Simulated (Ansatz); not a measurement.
Space group Pm-3m (No. 221). a = 3.684 Å, b = 3.684 Å, c = 3.684 Å, α = 90.00°, β = 90.00°, γ = 90.00°
```json
{"atom": "Cu", "site": "3c", "symmetry": "4/mm.m", "x": "0.0000", "y": "0.5000", "z": "0.5000"}
{"atom": "Pt", "site": "1a", "symmetry": "m-3m", "x": "0.0000", "y": "0.0000", "z": "0.0000"}
```

Equation of state of this Cu3Pt structure (not necessarily the ground state), with shape and atoms relaxed at each volume where symmetry leaves them free. It has no gap at any of these volumes. Method: DFT r2SCAN, scalar-relativistic, plane waves, PAW in Ansatz 0.2.0.

Cutoff 500 eV; k points 12×12×12 on the computed 4-atom cell (Γ-centred); Gaussian smearing, width 0.10 eV; no spin polarisation.

```json
{"V (Å³/atom)": "10.996", "E − E(largest V) (meV/atom)": "77.95", "P (GPa)": "33.82"}
{"V (Å³/atom)": "11.371", "E − E(largest V) (meV/atom)": "11.98", "P (GPa)": "22.91"}
{"V (Å³/atom)": "11.746", "E − E(largest V) (meV/atom)": "-30.68", "P (GPa)": "13.84"}
{"V (Å³/atom)": "12.121", "E − E(largest V) (meV/atom)": "-53.93", "P (GPa)": "6.28"}
{"V (Å³/atom)": "12.496", "E − E(largest V) (meV/atom)": "-61.04", "P (GPa)": "0.00"}
{"V (Å³/atom)": "12.871", "E − E(largest V) (meV/atom)": "-54.72", "P (GPa)": "-5.21"}
{"V (Å³/atom)": "13.246", "E − E(largest V) (meV/atom)": "-37.28", "P (GPa)": "-9.53"}
{"V (Å³/atom)": "13.746", "E − E(largest V) (meV/atom)": "0.00", "P (GPa)": "-14.14"}
```

Q: Fit a third-order Birch–Murnaghan equation to E(V).

A: V0 = 12.50 Å³/atom, B0 = 190 GPa, B0' = 5.2.

Spin-orbit coupling is left out, which matters for the bands of heavy elements.

Cost: 8 runs of about 5.2 core-minutes in all, on Arm Neoverse V1 (shared hosts).